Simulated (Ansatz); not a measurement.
HfGaPt in space group P-62c (No. 190; Hf on 6h, Ga on 6g, Pt on 4f, Pt on 2b), PBE (plane waves, PAW; program Ansatz), all energies at zero smearing, with the estimated change up to a 700 eV cutoff added, with one set of potentials and settings (totals compare only within such a set). Cell of 18 atoms (6 Hf, 6 Ga, 6 Pt): -192181.478 eV.

```tsv
element	reference phase	E (eV/atom)
Hf	P6_3/mmc, 2 atoms in the cell	-15721.3637
Ga	Cmce, 4 atoms in the cell	-3783.0209
Pt	Fm-3m, 1 atoms in the cell	-12523.0127
```

Formation energy per atom, worked out: (-192181.478 − 6×(-15721.3637) − 6×(-3783.0209) − 6×(-12523.0127))/18 = -0.950 eV/atom (-92 kJ per mol of atoms), at 0 K, without zero-point energy or fitted corrections.

The first step of the workflow began from a Materials Project structure, measured or hypothetical; the Crystallography Open Database copy checked does not list it. Its standing as an ambient phase is unchecked. The cell was relaxed with PBE under the symmetry of its start; whether a distortion lowers the energy is not shown. No spin polarisation was allowed. The references are the lowest solids computed at this level, not always the standard phases. Scalar-relativistic: spin–orbit coupling is off unless named, which matters more the heavier the elements.

Potentials: the later of the program's two PAW sets.
